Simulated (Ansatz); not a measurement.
TiO2 (anatase)

```
CELL_PARAMETERS angstrom
     -1.89940     1.89940     4.85040
      1.89940    -1.89940     4.85040
      1.89940     1.89940    -4.85040
ATOMIC_POSITIONS crystal
  Ti 0.50000 0.50000 0.00000
  Ti 0.25000 0.75000 0.50000
  O  0.29355 0.29355 0.00000
  O  0.04355 0.54355 0.50000
  O  0.45645 0.95645 0.50000
  O  0.70645 0.70645 0.00000
```

The relaxed cell is deformed in two ways at once: its volume V is scaled, and at that volume it is stretched along z (the c axis of the conventional cell) so that c/a changes. Fractional atomic positions are held.

Method: PBE (plane waves to 420 eV, PAW, scalar-relativistic; Ansatz, a program for electronic structure). k mesh 12×12×12 (Γ-centred), Fermi-Dirac smearing 0.05 eV. Compression counts positive. As the atoms are clamped, bonds stretch with the cell, which overstates energies and stresses. TiO2 is run without spin polarisation. TiO2 was relaxed with its symmetry unable to fall.

At one point of the scan the stress tensor (GPa) is:

```
    3.9      0.0      0.0
    0.0      3.9      0.0
    0.0      0.0     11.3
```

Q: Which point is it?
A. V/V₀ = 1.027, (c/a)/(c/a)₀ = 0.920
B. V/V₀ = 0.987, (c/a)/(c/a)₀ = 1.053
C. V/V₀ = 0.973, (c/a)/(c/a)₀ = 1.053
D. V/V₀ = 0.973, (c/a)/(c/a)₀ = 0.973

A: D, V/V₀ = 0.973, (c/a)/(c/a)₀ = 0.973

(Under strain, the slope of the energy per volume gives the stress and its curvature an elastic modulus.)
